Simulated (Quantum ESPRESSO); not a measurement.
**Kohn-Sham bands of CuI (wurtzite)**

```xyz
4
Lattice="4.2437 0.0000 0.0000 -2.1218 3.6752 0.0000 0.0000 0.0000 6.9884" Properties=species:S:1:pos:R:3 pbc="T T T"
Cu    -2.1218     1.2251    -0.8898
Cu     2.1218    -1.2251     2.6044
I     -2.1218     1.2251    -3.4780
I      2.1218    -1.2251     0.0162
```

Structure: Materials Project mp-569346, symmetrised, not relaxed again. COD (Crystallography Open Database) has the formula in 3 space groups, this one among them (matched by group alone). Computed values, not measurements, from LDA: Quantum ESPRESSO (norm-conserving PseudoDojo potentials, cutoff 74 Ry, no spin polarisation, no spin-orbit coupling) on a Γ-centred 12×12×4 mesh, then Wannier90. Density: 12×12×6 mesh, cold smearing 0.01 Ry. A non-magnetic state is assumed, with no Hubbard U; filled 3d bands tend to lie too high at this level. Spin-orbit coupling is left out although heavy elements are present.

Energies are relative to the valence-band maximum; weights are on the orthonormalised atomic waves of the pseudopotential files, averaged over the group. 52 electrons a cell are treated as valence.

```
bands  from (eV)  to (eV)  filling  weight on atomic waves
-----  ---------  -------  -------  ----------------------
1–2      -110.88  -110.88   filled              (withheld)
3–8       -68.72   -68.71   filled              (withheld)
9–10      -14.19   -13.40   filled              (withheld)
11–16      -5.77    -3.63   filled              (withheld)
17–26      -2.16     0.00   filled              (withheld)
```

Question: Which atomic shells make up each group?

Answer: 
- 1–2, weight on atomic waves: Cu 3s 100 %
- 3–8, weight on atomic waves: Cu 3p 100 %
- 9–10, weight on atomic waves: I 5s 90 %, Cu 4s 8 %
- 11–16, weight on atomic waves: I 5p 70 %, Cu 3d 21 %, Cu 4s 7 %
- 17–26, weight on atomic waves: Cu 3d 86 %, I 5p 11 %

The Kohn-Sham gap over both meshes and the path is 1.01 eV.
